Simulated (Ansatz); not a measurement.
SnO$_{2}$ (rutile)

```
CELL_PARAMETERS angstrom
      4.76854     0.00000     0.00000
      0.00000     4.76854     0.00000
      0.00000     0.00000     3.21140
ATOMIC_POSITIONS crystal
  Sn 0.00000 0.00000 0.00000
  Sn 0.50000 0.50000 0.50000
  O  0.30630 0.30630 0.00000
  O  0.80630 0.19370 0.50000
  O  0.19370 0.80630 0.50000
  O  0.69370 0.69370 0.00000
```

The slice is a (010) plane (indices of the conventional cell) through the point (0.806, 0.194, 0.500) (fractional), spanned by u = [001] and v = [100] in vectors of this cell: u (3.21 Å) and v (4.77 Å, at 90° to u). It covers one period; positions are fractions (u, v).

All values below come from PBEsol (plane waves to 420 eV, PAW, scalar-relativistic; Ansatz, an electronic-structure program). k mesh 7×7×10. Near the nuclei the fields are pseudised (PAW); where an atom keeps semicore shells as valence, they peak there. SnO2 was relaxed with its symmetry unable to fall. The PAW data are Ansatz's earlier set.

Problem. Predict the map of the density of the lowest conduction band (whole band as if filled, smooth part) on the slice.

Solution. 
```
|##%%@@**::                    ::**@@%%|
|******==::                    ::==****|
|------::..                    ..::----|
|......                            ....|
|                                      |
|                                      |
|                                      |
|                                      |
|                                      |
|                                      |
|                                      |
|                ........              |
|            ....::::::::....          |
|            ..::::::::::::..          |
|            ..::::::::::::..          |
|            ................          |
|                                      |
|                                      |
|          ....................        |
|        ........::::::::........      |
|        ....::::::::::::::::....      |
|          ..::::--------::::..        |
|          ....::--------::....        |
|....        ..::::----::::..        ..|
|----::        ..::::::::..        ::--|
|****++::      ....::::....      ::++**|
|%%@@%%++..      ........      ..++%%@@|
|%%@@@@**::        ....        ::**@@@@|
```
Scale: ten equal steps from 0.000 (start of ' ') to 0.216 (end of '@'), in the order ' .:-=+*#%@'. Values: density of the lowest conduction band (whole band as if filled, smooth part) in e/Å³. The map has 19 points along u (two characters each, u = 0 at the left) and 28 along v (v = 0 in the bottom row).
